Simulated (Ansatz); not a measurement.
LiTaO3:
Space group R3c, hexagonal axes (No. 161); a = 5.0735 Å, b = 5.0735 Å, c = 13.6586 Å, α = 90.00°, β = 90.00°, γ = 120.00°

| atom | site | symmetry | x | y | z |
|---|---|---|---|---|---|
| Li | 6a | 3. | 0.0000 | 0.0000 | 0.2837 |
| Ta | 6a | 3. | 0.0000 | 0.0000 | 0.4994 |
| O | 18b | 1 | 0.0438 | 0.3450 | 0.0693 |
(The calculation used a cell of 10 atoms; values per cell refer to that cell.)

Relaxed with LDA.

Q: Give the optical modes at the zone centre with their infrared and Raman activity from DFPT, LDA in the plane-wave PAW code Ansatz.

A: Transverse frequencies, without the LO–TO term; a row sums one degenerate level.

```csv
ω (cm⁻¹),degeneracy,IR ((D/Å)²/amu),Raman (Å⁴/amu),activity
143,2,42.06,45,IR+Raman
178,1,0.00,0,silent
191,2,0.55,33,IR+Raman
209,1,56.80,270,IR+Raman
252,2,25.00,6.5,IR+Raman
270,1,0.70,25,IR+Raman
288,1,0.00,0,silent
323,2,25.99,76,IR+Raman
381,1,1.54,28,IR+Raman
385,2,38.64,18,IR+Raman
397,2,2.85,82,IR+Raman
398,1,0.00,0,silent
449,1,0.00,0,silent
459,2,1.47,73,IR+Raman
593,2,97.27,170,IR+Raman
593,1,60.02,830,IR+Raman
681,2,0.38,43,IR+Raman
919,1,0.00,0,silent
```

Q: How high does the top mode go among those that the LO–TO term moves?

A: 847 cm⁻¹ for q along x, 847 cm⁻¹ for q along y, 849 cm⁻¹ for q along z.

The LDA relaxation kept the symmetry of its start. No spin polarisation was allowed. Spin–orbit coupling is left out wherever it is not named.

Potentials: the later of the program's two PAW sets.
